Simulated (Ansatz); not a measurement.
Relaxed WS2 (2H-MoS2 type, space group P6_3/mmc):

```yaml
crystal:
  lattice:
    - [3.15405, 0.00000, 0.00000]
    - [-1.57702, 2.73148, 0.00000]
    - [0.00000, 0.00000, 12.14146]
  atoms:
    - { symbol: W, position: [0.33333, 0.66667, 0.25000] }
    - { symbol: W, position: [0.66667, 0.33333, 0.75000] }
    - { symbol: S, position: [0.33333, 0.66667, 0.62030] }
    - { symbol: S, position: [0.66667, 0.33333, 0.12030] }
    - { symbol: S, position: [0.66667, 0.33333, 0.37970] }
    - { symbol: S, position: [0.33333, 0.66667, 0.87970] }
```

In each cell atom 5 (S, nearest neighbour W at 2.407 Å; its periodic images, 3.2 Å or more away, move with it) moves by s·(0.000, -0.756, -0.654) (towards the nearest neighbour), the rest being held.

The numbers are results of PBE-D3(BJ) (plane waves to 420 eV, PAW, scalar-relativistic; Ansatz, a quantum-chemistry and plane-wave program), not measurements. k mesh 10×10×3 (Γ-centred), Fermi-Dirac smearing 0.05 eV. The energy includes the smearing's −TS. Left out: 3 of 11 points, with atoms too close for the PAW data. F⊥ is the part of the force across the line. Spin-orbit coupling is left out, though W is heavy. WS2 is run without spin polarisation. WS2 was relaxed with its symmetry unable to fall. The zero of ΔE is the undisplaced structure.

Predict the ΔE (meV/cell) and |F⊥| (eV/Å) at s (Å) = -0.720, -0.576, -0.432, -0.288, -0.144, 0.144, 0.288.


| s (Å) | ΔE (meV/cell) | |F⊥| (eV/Å) |
|---|---|---|
| -0.720 | 1813 | 2.111 |
| -0.576 | 1319 | 1.816 |
| -0.432 | 846 | 1.463 |
| -0.288 | 430 | 1.042 |
| -0.144 | 124 | 0.552 |
| 0.144 | 170 | 0.601 |
| 0.288 | 807 | 1.247 |

(A displaced cell: forces are minus the slopes of the energy, force constants its curvatures, and phonons follow from these.)
